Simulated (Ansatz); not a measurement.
# Convergence test, BaCuGe

Method: Ansatz 0.2.0, DFT PBEsol, scalar-relativistic, plane waves, PAW.

```
Ba Cu Ge
1.0
     4.23804   -0.03302   -0.02778
    -2.14762    3.64830    0.01186
    -0.03311   -0.00280    5.10162
Ba Cu Ge
1 1 1
Cartesian
  -0.1388 0.0972 0.2188
  0.1128 2.4925 2.3594
  2.0575 1.1578 2.7110
```

```json
{
 "plane-wave cutoff": "420 eV",
 "occupation rule": "Gaussian smearing, 0.1 eV",
 "spin treatment": "unpolarised"
}
```

The atoms are held and the k-point mesh is swept. Energies are extrapolated to zero smearing and count from the reference run, 8×8×6. The cell was strained and its atoms displaced at random, so that forces don't vanish. The meshes are Γ-centred. Spin–orbit coupling is left out. Pressure is positive in compression.

Question: Tried: 1×1×1, 2×2×2, 4×4×2, 4×4×4, 6×6×4, 8×8×6. From which k-point mesh on does the energy per atom stay within 100, 10 and 1 meV of the reference?

Answer: 2×2×2 for 100 meV, 6×6×4 for 10 meV, none but the reference for 1 meV. The reference itself isn't shown to be converged. At 6×6×4, where the energy is within 10 meV, force components still miss by up to 0.136 eV/Å, where the largest force is 1.004 eV/Å.

```
 mesh  ΔE (meV/atom) P (GPa) largest change of a force component (eV/Å) irreducible points
1×1×1           2473    10.10                                       2.837                   1
2×2×2           12.0    -4.44                                       0.576                   8
4×4×2          -33.0    -1.45                                       0.048                  20
4×4×4          -25.7    -0.86                                       0.054                  36
6×6×4           7.72    -0.82                                       0.136                  76
8×8×6           0.00    -0.98                                       0.000                 196
```